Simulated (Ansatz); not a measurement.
CaAlHO2 in space group P4/mmm (No. 123; Ca on 1d, Al on 1a, O on 2f, H on 1b), a = b = 3.7274 Å, c = 3.4478 Å, α = β = γ = 90.00°.

Relaxed with PBEsol. 

HSE06 on this cell (Ansatz, a first-principles code, PAW) gives a gap of 5.28 eV. What does PBEsol give?

3.65 eV.

Cost on shared cores: the PBEsol run (SCF on a 8×8×8 mesh, then bands and DOS) around 40 core-seconds (rough), the HSE06 run (SCF on 5×5×5, then a few points) about 2.3 core-minutes (a rough figure); the tasks are unlike.

The start of the workflow was typed in or built on a structure type; neither database checked (COD, Materials Project) lists it. Whether it is the stable phase at ambient conditions was not checked. Symmetry was held in the PBEsol relaxation. At this level the phase is dynamically unstable (imaginary phonons).

Potentials: the earlier of the program's two PAW sets. The files were generated under PBE; for other functionals the program regenerates the frozen cores, and for LDA and PBEsol the local potential too.

Ansatz is a plane-wave DFT program.
